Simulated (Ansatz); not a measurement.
ZnCu₂SiTe₄:
```
CELL_PARAMETERS angstrom
     -2.98907     2.98907     5.95020
      2.98907    -2.98907     5.95020
      2.98907     2.98907    -5.95020
ATOMIC_POSITIONS crystal
  Zn 0.00000 0.00000 0.00000
  Si 0.50000 0.50000 0.00000
  Cu 0.75000 0.25000 0.50000
  Cu 0.25000 0.75000 0.50000
  Te 0.38774 0.87134 0.00000
  Te 0.12866 0.12866 0.51640
  Te 0.87134 0.38774 0.00000
  Te 0.61226 0.61226 0.48360
```

Relaxed with r²SCAN. Special points in fractions of this cell's reciprocal vectors: Γ (0.000, 0.000, 0.000); X (0.000, 0.000, 0.500); P (0.250, 0.250, 0.250); N (0.000, 0.500, 0.000); M (0.500, 0.500, -0.500); S (0.313, 0.687, -0.313); S0 (-0.313, 0.313, 0.313); R (-0.126, 0.126, 0.500); G (0.500, 0.500, -0.126).

### Question
List the band energies nearest the valence-band maximum at these points for the program Ansatz at the r²SCAN level (PAW).

### Answer
In eV from the valence-band maximum; about four levels below and three above (degenerate sets whole), none deeper than 8.9 eV; points with the same levels are listed once.

```csv
k,below,above
Γ,-2.10 -0.11 0.00 0.00,0.58 1.41 2.61
X,-1.55 -1.55 -0.63 -0.55 -0.40,0.50 1.69 2.23
P,-1.19 -1.19 -0.61 -0.42,1.00 1.43 3.03 3.03
N,-1.63 -1.41 -1.12 -0.95,1.85 2.46 2.78
M,-1.81 -1.66 -1.00 -1.00,1.07 1.67 1.77 1.77
S,-1.66 -1.65 -1.16 -0.68,1.39 2.30 2.74
R,-1.45 -0.96 -0.86 -0.53,0.89 2.27 2.34
```

Space group I-42m. The workflow started from a Materials Project entry (that database holds measured and hypothetical structures alike); the Crystallography Open Database copy checked does not list it. Whether it is the stable phase at ambient conditions was not checked. The cell was relaxed with r²SCAN under the symmetry of its start; whether a distortion lowers the energy is not shown. No spin polarisation was allowed. Scalar-relativistic: spin–orbit coupling is off unless named, which matters more the heavier the elements.

Potentials: the later of the program's two PAW sets.
